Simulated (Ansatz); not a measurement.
A geometry of Ni away from equilibrium: step 2 of the relaxation of a relaxed Ni cell, doubled along one cell vector, shaken by Gaussian noise of σ = 0.08 Å a coordinate. Calculation: PBE (plane waves to 420 eV, PAW, scalar-relativistic; Ansatz, a first-principles code). Γ-centred k-mesh 16×16×8 on the run's cell (coarser than for final values), Fermi–Dirac smearing 0.05 eV.

```yaml
crystal:
  lattice:
    - [0.00253, 1.76085, 1.75545]
    - [1.76198, 0.00157, 1.75641]
    - [3.52338, 3.52303, 0.00372]
  atoms:
    - { symbol: Ni, position: [0.44043, 0.56539, 0.21633] }
    - { symbol: Ni, position: [0.51590, 0.56396, 0.70400] }
```
Spin-polarised start, with parallel moments on Ni.

Q: Give the Cartesian forces on all atoms (eV/Å).

A: 
```json
[
 {"atom": "Ni1", "Fx": "-0.34", "Fy": "0.00", "Fz": "0.52"},
 {"atom": "Ni2", "Fx": "0.34", "Fy": "0.00", "Fz": "-0.52"}
]
```

Q: What is the pressure?

A: +0.9 GPa, compression positive.

Q: How far above the relaxed end point is this geometry?

A: 0.02 eV/atom; the path ends in Fm-3m (No. 225) (fcc (Cu type)).

Spin state reached: ferromagnetic (net 0.63 μB/atom), from parallel starting moments; other spin orders were not run from this start.

The run could not lose the symmetry of its start.
